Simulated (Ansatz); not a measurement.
An Ansatz (a first-principles code) run. Input:

Ansatz 0.2 input:
```yaml
crystal:
  lattice:
    - [0.0, 2.2601811905, 2.2601811905]
    - [2.2601811905, 0.0, 2.2601811905]
    - [2.2601811905, 2.2601811905, 0.0]
  atoms:
    - { symbol: P, position: [0.75, 0.75, 0.75] }
    - { symbol: B, position: [0.0, 0.0, 0.0] }
kpoints:
  mp_grid: { grid: [9, 9, 9] }
basis: { xc_grid: 2 }
hamiltonian:
  xc: pbesol
  pseudopotentials: { kind: paw }
scf:
  occupations: { method: fixed }
output:
  optics: { e_range: [0.0, 15.0], de: 0.05, sigma: 0.1, bands: { spectra_wanted_up_to: 12 eV } }
```

Output (shortened):

```
output.optics: the spectra are integrated over the Brillouin zone by k·p interpolation around the k-points, where levels, occupations, output.optics.sigma and …
Pseudopotentials: kind: paw
Pseudopotential: P, paw, valence charge 5
Pseudopotential: B, paw, valence charge 3
Functional definition: PBEsol
Crystal: 2 atoms, lattice volume = 23.092 Å³
Basis set: ecut = 420 eV, 459 PW (Γ), exchange–correlation on 48×48×48 points (8 copies of the dense FFT grid, shifted against one another)
Bands: 8, of which v1, the nominal top of the filled ones, is band 4 counted from 1 (3 counted from 0)
Symmetry: 24 space group operations
Space group: F-43m (ITA 216), of the structure as read, at distance tolerance 2.8e-5 Å
k-points: 35 of 729 (time reversal used)
PAW frozen core: P, regenerated for the run's functional, and the local potential with it
PAW frozen core: B, regenerated for the run's functional, and the local potential with it
Initial wavefunctions: pseudopotential atomic-orbital guess
Eigensolver: davidson
Functional: x = pbesol(κ = 0.804, μ = 0.12345679012345678), c = pbesol(β = 0.046)
SCF iter   1: F=—  HF=-893.590149 eV  |F-HF|=—  |Δ(HF+E_count)|=         —  Δρ=4.58e-3  dr2=5.93e-3  ethr=1.77e-3  ⟨swp⟩=5.1  Hψ=2060  notcnv=0  defer=63
all-band conjugate gradients solve this SCF's bands
preconditioner: auto → none
SCF iter   2: F=—  HF=-893.588724 eV  |F-HF|=—  |Δ(HF+E_count)|=   1.42e-3  Δρ=1.66e-3  dr2=6.85e-4  ethr=7.41e-5  ⟨swp⟩=2.5  Hψ=702  notcnv=0  defer=64
SCF iter   3: F=—  HF=-893.588560 eV  |F-HF|=—  |Δ(HF+E_count)|=   1.65e-4  Δρ=5.43e-4  dr2=6.05e-5  ethr=8.57e-6  ⟨swp⟩=3.0  Hψ=498  notcnv=0  defer=63
SCF iter   4: F=—  HF=-893.588560 eV  |F-HF|=—  |Δ(HF+E_count)|=   4.59e-8  Δρ=1.28e-4  dr2=2.06e-6  ethr=7.57e-7  ⟨swp⟩=2.0  Hψ=420  notcnv=0  defer=57
SCF iter   5: F=—  HF=-893.588560 eV  |F-HF|=—  |Δ(HF+E_count)|=   3.35e-7  Δρ=3.40e-5  dr2=3.44e-7  ethr=2.57e-8  ⟨swp⟩=2.2  Hψ=402  notcnv=0  defer=55
SCF iter   6: F=—  HF=-893.588560 eV  |F-HF|=—  |Δ(HF+E_count)|=   3.67e-7  Δρ=1.11e-5  dr2=3.53e-8  ethr=4.30e-9  ⟨swp⟩=2.0  Hψ=386  notcnv=0  defer=54
SCF iter   7: F=-893.588560 eV  HF=-893.588560 eV  |F-HF|=4.77e-12  |Δ(HF+E_count)|=   1.11e-8  Δρ=2.21e-7  dr2=8.71e-12  ethr=1.00e-12  ⟨swp⟩=6.8  Hψ=1819  notcnv=0
SCF 1 converged in 7 iterations: F = -893.588560 eV  dr2 = 8.71e-12
NSCF: frozen V_eff on 35 k-points
Optics k sum: 0 of 35 k-points
Optics k sum: 2 of 35 k-points
Optics k sum: 4 of 35 k-points
Optics k sum: 6 of 35 k-points
Optics k sum: 7 of 35 k-points
Optics k sum: 9 of 35 k-points
Optics k sum: 11 of 35 k-points
Optics k sum: 13 of 35 k-points
Optics k sum: 14 of 35 k-points
Optics k sum: 16 of 35 k-points
Optics k sum: 18 of 35 k-points
Optics k sum: 20 of 35 k-points
Optics k sum: 21 of 35 k-points
Optics k sum: 23 of 35 k-points
Optics k sum: 25 of 35 k-points
Optics k sum: 27 of 35 k-points
Optics k sum: 28 of 35 k-points
Optics k sum: 30 of 35 k-points
Optics k sum: 32 of 35 k-points
Optics k sum: 34 of 35 k-points
Optics k sum: 35 of 35 k-points
Optics k sum: 0 of 35 k-points
Optics k sum: 2 of 35 k-points
Optics k sum: 4 of 35 k-points
Optics k sum: 6 of 35 k-points
Optics k sum: 7 of 35 k-points
Optics k sum: 9 of 35 k-points
Optics k sum: 11 of 35 k-points
Optics k sum: 13 of 35 k-points
Optics k sum: 14 of 35 k-points
Optics k sum: 16 of 35 k-points
Optics k sum: 18 of 35 k-points
Optics k sum: 20 of 35 k-points
Optics k sum: 21 of 35 k-points
Optics k sum: 23 of 35 k-points
Optics k sum: 25 of 35 k-points
Optics k sum: 27 of 35 k-points
Optics k sum: 28 of 35 k-points
Optics k sum: 30 of 35 k-points
Optics k sum: 32 of 35 k-points
Optics k sum: 34 of 35 k-points
Optics k sum: 35 of 35 k-points
NSCF: frozen V_eff on 1 k-points
NSCF: frozen V_eff on 1 k-points
NSCF: frozen V_eff on 1 k-points
NSCF: frozen V_eff on 1 k-points
output.optics: what the bands over the 13 summed would add to eps1, eps2 and the energy-loss function is held between a lower and an upper bound (5 Lanczos …
SCF converged after 7 iterations
Free energy (F): -893.588560 eV
Harris-Foulkes:  -893.588560 eV  (|F-HF|=4.77e-12)
Internal energy: -893.588560 eV  (E = F + TS)
E sigma→0 (E₀):  -893.588560 eV
Fermi energy:    9.383900 eV
--- Per-component energies (eV) ---
  E_band       = 22.601490
  E_kinetic    = 121.973221
  E_local      = -66.863870  (includes V_loc(G=0)·N_el)
  E_nonlocal   = 45.287982
  E_hartree    = 16.591832
  E_xc         = -94.383599
  E_vxc        = -100.606632  (∫ρ·V_xc dr)
  E_paw        = -629.649480  (= ΣΔE_a)
  E_vpaw       = -10.372878  (= ΣTr[D̂ρ^β])
  E_aug_tail   = 0.000000  (compensation charges beyond the density's cutoff)
  E_ewald      = -286.605453
  E_core_change = 0.060807  (= ΣΔE_core)
  E_smearing   =  0.000000  (= −TS)
  E_closure    = 0.000000  (closes the sum)
  Σ components = -893.588560   (vs F -893.588560, Δ=0.00e0)
  [band-id]    e_kinetic+e_local+e_nonlocal+2·e_hartree+e_vxc+e_vpaw+e_augmentation_tail = 22.601487   (vs E_band 22.601490, Δ=-3.20e-6)
--- Band table (eV; the first three rows and the last of 35) ---
  k-point 0: bands = ["-6.2068", "9.3839", "9.3839", "9.3839", "12.7638", "12.7638", "12.7638", "16.9013"]
  k-point 1: bands = ["-5.9819", "7.8221", "9.0253", "9.0253", "13.2537", "13.2583", "13.2583", "17.5177"]
  k-point 2: bands = ["-5.3175", "5.1518", "8.3962", "8.3962", "13.4059", "14.0168", "14.0168", "18.7541"]
  k-point 34: bands = ["-1.2714", "1.4392", "3.4279", "4.3561", "14.2822", "15.4117", "16.3786", "18.3723"]
  band table: 8 of 8 bands, residual norms ≤ 1.0e-3 eV
```

Cost: very roughly 6 core-seconds on shared cores.

Symmetry was held in the PBEsol relaxation.

Potentials: the later of the program's two PAW sets.

Ansatz is a plane-wave DFT program.
